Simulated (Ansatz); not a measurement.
## Property card for Mg2Cd3Te5

The calculation used DFT PBE, scalar-relativistic, plane waves, PAW in Ansatz.

Cutoff 420 eV; k points 8×8×8 on the computed 10-atom cell (Γ-centred); Gaussian smearing, width 0.02 eV; no spin polarisation.

The structure is relaxed at this level of theory with its symmetry kept, and needn't be the ground state of this composition.

```
CELL_PARAMETERS angstrom
-2.32774 2.32774 16.38829
2.32774 -2.32774 16.38829
2.32774 2.32774 -16.38829
ATOMIC_POSITIONS crystal
Mg 0.59959 0.59959 0.00000
Mg 0.40041 0.40041 0.00000
Cd 0.19923 0.19923 0.00000
Cd 0.80077 0.80077 0.00000
Cd 0.00000 0.00000 0.00000
Te 0.25000 0.75000 0.50000
Te 0.85178 0.35178 0.50000
Te 0.44901 0.94901 0.50000
Te 0.05099 0.55099 0.50000
Te 0.64822 0.14822 0.50000
```

| Property | Result |
| --- | --- |
| Space group | I-4m2 (No. 119) |
| Volume per atom | 35.52 Å³ |
| Formation energy from the elements' standard states (uncorrected) | -0.629 eV/atom |
| Kohn–Sham band gap | 1.20 eV, direct at Γ |
| Orbital (Löwdin) character of the top 1 eV of the valence band | Te 5p 93 % |
| Orbital (Löwdin) character of the lowest 1 eV of the conduction band | Cd 5s 45 %, Te 5p 26 %, Te 5s 13 %, Mg 3s 8 %, unprojected 8 % |
| Electron masses at the edge by direction of the standard setting (m_e; one valley, along these axes only; no spin-orbit coupling) | x: 0.11; y: 0.11; z: 0.11 |
| Hole masses at the edge by direction of the standard setting (m_e; one valley, along these axes only; no spin-orbit coupling) | x: 3.7, 0.10; y: 3.7, 0.10; z: 0.75, 0.75 |
| Bader charge by site (e) | Mg (2 in the cell) 1.53, Cd (2 in the cell) 0.53, Cd (1 in the cell) 0.53, Te (1 in the cell) -0.53, Te (2 in the cell) -1.03, Te (2 in the cell) -1.03 |

Spin-orbit coupling is left out, which matters for the bands of heavy elements.

The cell was found from a structure generator's guess, not taken from experiment. Kohn–Sham gaps at this level usually fall short of measured ones. Löwdin shares on free-atom orbitals overweight diffuse shells in the empty bands.
